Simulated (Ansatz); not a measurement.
Input and command of a calculation in Ansatz (plane waves; scalar-relativistic PAW potentials unless the input names others):

```yaml
crystal:
  lattice:
    - [0.0, 1.9197, 2.11167]
    - [1.9197, 0.0, 2.11167]
    - [1.9197, 1.9197, 0.0]
  atoms:
    - { symbol: ir, position: [0.0, 0.0, 0.0] }
basis:
  ecutwfc: 500
kpoints:
  mp_grid: { grid: [22, 22, 22] }
hamiltonian:
  xc: r2scan
scf:
  occupations: { method: gaussian, width: 0.15 }
  max_iter: 80
output:
  forces: true
  eigenvalues: true
  stress: true
```

```bash
ansatz run input.yaml --threads 1 --pin off --max-ram 2560MiB --backend cpu --events-out ev --progress --plain --runs-dir out
```

**Question.** What is wrong with this input?

**Answer.** The program refuses it, because of an unknown element (crystal.atoms[0].symbol: "Ir" → "ir"). With the sound run's settings it is accepted.

Abridged log:
```
Error: YAML parse error: error: line 7 column 17: `ir` is not an element symbol (H … Og, case-exact)
 --> <input>:7:17
  |
5 |     - [1.9197, 1.9197, 0.0]
6 |   atoms:
7 |     - { symbol: ir, position: [0.0, 0.0, 0.0] }
  |                 ^ `ir` is not an element symbol (H … Og, case-exact)
8 | basis:
9 |   ecutwfc: 500
  |
```